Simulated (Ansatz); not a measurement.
The relaxed structure here is a generated cell of Bi2Te3: the first start was made by placing the elements on the sites of a structure type, and the end was not matched to a known phase here, so it may be hypothetical. Known forms of Bi2Te3 include space group No. 166.

The end point of a relaxation of Bi₂Te₃. Space group P-3m1 (No. 164). The numbers are results of r2SCAN (plane waves to 500 eV, PAW, scalar-relativistic; Ansatz, a program for electronic structure), not measurements.

```cif
data_Bi2Te3
_chemical_formula_sum 'Te3 Bi2'
_space_group_name_H-M_alt 'P-3m1'
_space_group_IT_number 164
_space_group_name_Hall '-P 3 2"'
_cell_length_a 4.40896
_cell_length_b 4.40896
_cell_length_c 11.01636
_cell_angle_alpha 90.000
_cell_angle_beta 90.000
_cell_angle_gamma 120.000
loop_
_atom_site_label
_atom_site_type_symbol
_atom_site_symmetry_multiplicity
_atom_site_Wyckoff_symbol
_atom_site_fract_x
_atom_site_fract_y
_atom_site_fract_z
_atom_site_occupancy
Te1 Te 1 a 0.00000 0.00000 0.00000 1
Te2 Te 2 d 0.66667 0.33333 0.34196 1
Bi1 Bi 2 d 0.33333 0.66667 0.18681 1
```

For Bi2Te3, the volume per atom comes out as 37.09 Å³. The band gap is 1.02 eV, direct at Γ (no spin-orbit coupling), the shortest distances comes out as Bi–Te 3.07 Å and the k-mesh is 9×9×3.

Band energies at high-symmetry points (eV from the VBM; labels of this space group; no spin-orbit coupling), from −5 eV up to 4.3 eV:

```
point                                                                             energies
-----  -----------------------------------------------------------------------------------
Γ       -1.76 -1.59 -1.40 -1.40 -1.24 -1.24 -0.55 -0.55 0.00 1.02 1.48 1.48 2.44 2.48 2.48
M      -4.72 -3.25 -3.10 -2.94 -2.22 -2.15 -1.48 -0.87 -0.68 1.39 2.41 2.84 3.32 3.65 3.93
K                -4.29 -3.91 -3.91 -3.39 -2.27 -2.27 -1.22 -0.92 -0.92 1.68 2.94 2.94 4.30
A      -2.19 -1.45 -1.45 -1.13 -1.13 -1.02 -0.62 -0.62 -0.26 1.14 1.51 1.51 2.41 2.47 2.47
L           -4.59 -3.57 -3.27 -2.88 -2.35 -1.80 -1.26 -0.75 -0.71 1.52 2.06 2.15 3.33 4.01
H                -4.36 -3.73 -3.73 -3.20 -2.78 -2.78 -1.51 -0.31 -0.31 2.31 2.31 2.36 3.53
```

No spin polarisation in the result. Spin-orbit coupling is missing; with elements this heavy it can move band edges by tenths of an eV or more.

The run could not lose the symmetry of its start: the end is stationary, and may be a saddle point rather than a minimum.
